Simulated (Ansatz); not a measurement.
# Calculated with Ansatz: NbW2S4, relaxation

Input:

```yaml
crystal:
  lattice:
    - [0.0, 3.31156, 0.0]
    - [6.087909, 0.0, 0.0]
    - [-2.740807, 1.65578, -5.963551]
  atoms:
    - { symbol: S, position: [0.3675, 0.9726, 0.265] }
    - { symbol: S, position: [0.6325, 0.0274, 0.735] }
    - { symbol: Nb, position: [0.0, 0.0, 0.0] }
    - { symbol: S, position: [0.8938, 0.4493, 0.2124] }
    - { symbol: S, position: [0.1062, 0.5507, 0.7876] }
    - { symbol: W, position: [0.2561, 0.6904, 0.4878] }
    - { symbol: W, position: [0.7439, 0.3096, 0.5122] }
  symmetry: { tolerance: 0.0003 }
kpoints:
  mp_grid: { grid: [6, 3, 6], shift: [0, 0, 0] }
magnetization:
  spin_polarized: false
scf:
  occupations: { method: fermi_dirac }
  lower_state_search: "off"
hamiltonian:
  pseudopotentials: { kind: paw }
  xc: pbe
basis:
  ecutwfc: 420
  fft_grid_basis: typed
relax:
  max_steps: 60
  cell: { p_target: 0.0 }
output:
  forces: true
  stress: true
  eigenvalues: true
  bader: true
  populations: true
  elf: true
  write_potential: true
  volumetric_format: npy
  dos:
    e_range: [-12, 8]
    de: 0.05
    projected: { site_lists: { Nb: [Nb], S: [S], W: [W] } }
  write_density: true
checkpoint:
  read: saved_state
```

The command:

```bash
ansatz run input.yaml --threads 2 --pin off --max-ram 2560MiB --backend cpu --events-out ev --progress --plain --runs-dir out
```

Origin of the cell: a known structure type with other elements, at an estimated volume, so it need not be a known compound.

The smearing width isn't typed, so it takes its default of 0.1 eV.

The saved state is a converged single point of the same cell.

Steps («new basis» is an SCF on plane waves selected anew at the same cell):

```json
{"step": "1", "ΔF (meV/atom)": "0.0", "max force component (eV/Å)": "1.468", "P (GPa)": "-4.18", "volume (Å³)": "120.23", "SCF iterations": "6", "step was": "accepted"}
{"step": "2", "ΔF (meV/atom)": "-44.0", "max force component (eV/Å)": "1.476", "P (GPa)": "3.90", "volume (Å³)": "114.14", "SCF iterations": "7", "step was": "accepted"}
{"step": "3", "ΔF (meV/atom)": "-62.1", "max force component (eV/Å)": "0.154", "P (GPa)": "-0.86", "volume (Å³)": "117.43", "SCF iterations": "7", "step was": "accepted"}
{"step": "4", "ΔF (meV/atom)": "-63.2", "max force component (eV/Å)": "0.068", "P (GPa)": "-0.30", "volume (Å³)": "117.12", "SCF iterations": "6", "step was": "accepted"}
{"step": "5", "ΔF (meV/atom)": "-63.3", "max force component (eV/Å)": "0.052", "P (GPa)": "0.18", "volume (Å³)": "116.90", "SCF iterations": "6", "step was": "accepted"}
{"step": "6", "ΔF (meV/atom)": "-63.4", "max force component (eV/Å)": "0.010", "P (GPa)": "0.03", "volume (Å³)": "116.94", "SCF iterations": "6", "step was": "accepted"}
{"step": "7", "ΔF (meV/atom)": "-63.4", "max force component (eV/Å)": "0.006", "P (GPa)": "-0.01", "volume (Å³)": "116.96", "SCF iterations": "6", "step was": "accepted"}
{"step": "8", "ΔF (meV/atom)": "-63.3", "max force component (eV/Å)": "0.006", "P (GPa)": "-0.01", "volume (Å³)": "116.96", "SCF iterations": "8", "step was": "new basis"}
```

Before:

Space group C2/m (No. 12); the run's cell has a = 3.312 Å, b = 6.088 Å, c = 6.769 Å, α = 113.89°, β = 75.84°, γ = 90.00°. Shortest distances: S–W 2.44 Å, Nb–S 2.46 Å, W–W 2.91 Å, Nb–W 3.09 Å, S–S 3.10 Å, Nb–Nb 3.31 Å.

The relaxed structure.

Space group C2/m (No. 12); the run's cell has a = 3.152 Å, b = 6.029 Å, c = 6.886 Å, α = 112.71°, β = 76.77°, γ = 90.00°. Shortest distances: S–W 2.40 Å, Nb–S 2.52 Å, W–W 2.82 Å, S–S 3.15 Å, Nb–Nb 3.15 Å, Nb–W 3.19 Å.

```yaml
crystal:
  lattice:
    - [0.00000, 3.15207, 0.00000]
    - [6.02928, 0.00000, -0.02794]
    - [-2.68704, 1.57604, -6.14158]
  atoms:
    - { symbol: S, position: [0.35799, 0.97158, 0.28401] }
    - { symbol: S, position: [0.64201, 0.02842, 0.71599] }
    - { symbol: Nb, position: [0.00000, 0.00000, 0.00000] }
    - { symbol: S, position: [0.89024, 0.44946, 0.21952] }
    - { symbol: S, position: [0.10976, 0.55054, 0.78048] }
    - { symbol: W, position: [0.25586, 0.68857, 0.48828] }
    - { symbol: W, position: [0.74414, 0.31143, 0.51172] }
```

* Free energy lowered by: 63.3 meV/atom
* Volume change: -2.72 %
* Final pressure: -0.01 GPa
* Relaxation steps listed: 8
* Formation energy (elements under the same functional, gases as molecules, uncorrected): -0.631 eV/atom

Caveats: no moments, though an odd count or open d shells may carry them; no spin-orbit coupling, though heavy elements are present; the k mesh is coarse if the cell is a metal; the relaxation held the start's symmetry, so the end may be a saddle point.

It ran for 73 s of wall time on 2 CPU thread(s) of a shared host, from a saved density.
